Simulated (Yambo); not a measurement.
```
CELL_PARAMETERS angstrom
     -1.80483     2.42744     2.67842
      1.80483    -2.42744     2.67842
      1.80483     2.42744    -2.67842
ATOMIC_POSITIONS crystal
  Li 0.73848 0.23848 0.50000
  Li 0.26152 0.76152 0.50000
  C  0.87019 0.00000 0.87019
  C  0.12981 0.00000 0.12981
```

Response from Yambo on PBEsol (pw.x of Quantum ESPRESSO, ONCV potentials, no spin-orbit coupling) bands: 14×14×14 mesh, 33 bands, 4 Ry local-field block, 0.2 eV broadening.

**Question.** Give the static electronic dielectric constant without and with local fields along each axis.

**Answer.** 
| field along | ε(0), independent particles | ε(0), RPA with local fields | refractive index √ε |
|---|---|---|---|
| x | 3.26 | 2.83 | 1.68 |
| y | 4.89 | 3.67 | 1.92 |
| z | 3.53 | 3.08 | 1.75 |
Electronic (clamped-ion) response only. PBEsol gaps are usually too small, which raises these values. Convergence of the RPA response with its 14×14×14 mesh was not tested. x, y and z are Cartesian axes of the cell as given.

Geometry strained from the cell relaxed with PBEsol, atoms relaxed again.
